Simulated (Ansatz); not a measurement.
YSi₂:
```cif
data_Si2Y
_chemical_formula_sum 'Y1 Si2'
_space_group_name_H-M_alt 'P 1'
_space_group_IT_number 1
_cell_length_a 4.59930
_cell_length_b 4.59930
_cell_length_c 4.59930
_cell_angle_alpha 60.000
_cell_angle_beta 60.000
_cell_angle_gamma 60.000
loop_
_space_group_symop_operation_xyz
  'x, y, z'
loop_
_atom_site_label
_atom_site_type_symbol
_atom_site_fract_x
_atom_site_fract_y
_atom_site_fract_z
_atom_site_occupancy
Y1 Y 0.00000 0.00000 0.00000 1
Si1 Si 0.25000 0.25000 0.25000 1
Si2 Si 0.75000 0.75000 0.75000 1
```

Relaxed with PBEsol.

Task: Decompose the optical modes at the zone centre into irreducible representations, and say which are infrared and Raman allowed.

Result: Point group m-3m: Γ_opt = T1u + T2g. Infrared: T1u. Raman: T2g.

Task: Assign frequencies (DFPT, DFT-PBEsol in the program Ansatz with PAW potentials).

Result: T2g 178, T1u 267 cm⁻¹.

Space group Fm-3m (fluorite). A made-up cell: these elements were put on the sites of a structure type; neither database checked (COD, Materials Project) lists it. COD files the formula under space group No. 191, so this cell is another polymorph or a model. Whether it is the stable phase at ambient conditions was not checked. The cell was relaxed with PBEsol under the symmetry of its start. At this level the phase is mechanically unstable. The run is not spin-polarised. As this level gives no gap, phonon frequencies hold no LO–TO term and depend on the k-mesh and smearing (Fermi–Dirac, 0.1 eV here).

Potentials: the later of the program's two PAW sets.
